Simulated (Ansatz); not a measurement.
Ge:
```yaml
crystal:
  lattice:
    - [0.00000, 2.83668, 2.83668]
    - [2.83668, 0.00000, 2.83668]
    - [2.83668, 2.83668, 0.00000]
  atoms:
    - { symbol: Ge, position: [0.50000, 0.50000, 0.50000] }
    - { symbol: Ge, position: [0.75000, 0.75000, 0.75000] }
```

Relaxed with r²SCAN. Special points in fractions of this cell's reciprocal vectors: Γ (0.000, 0.000, 0.000); X (0.500, 0.000, 0.500); U (0.625, 0.250, 0.625); K (0.375, 0.375, 0.750); L (0.500, 0.500, 0.500); W (0.500, 0.250, 0.750).

### Question
List the band energies nearest the valence-band maximum at these points for r²SCAN (plane waves, PAW; program Ansatz).

### Answer
In eV from the valence-band maximum; about four levels below and three above (degenerate sets whole), none deeper than 8.9 eV; points with the same levels are listed once.

| k | below | above |
|---|---|---|
| Γ | 0.00 0.00 0.00 | 0.36 2.72 2.72 2.72 |
| X | -3.19 -3.19 | 0.99 0.99 10.05 10.05 |
| U | -8.56 -4.45 -2.74 | 1.41 4.41 7.68 |
| L | -7.82 -1.47 -1.47 | 0.44 4.00 4.00 |
| W | -4.01 -4.01 | 4.67 4.67 5.06 5.06 |

Space group Fd-3m (diamond). The r²SCAN relaxation kept the symmetry of its start; phonons on a q-mesh show no instability. Spin–orbit coupling is left out wherever it is not named.

Potentials: the later of the program's two PAW sets.
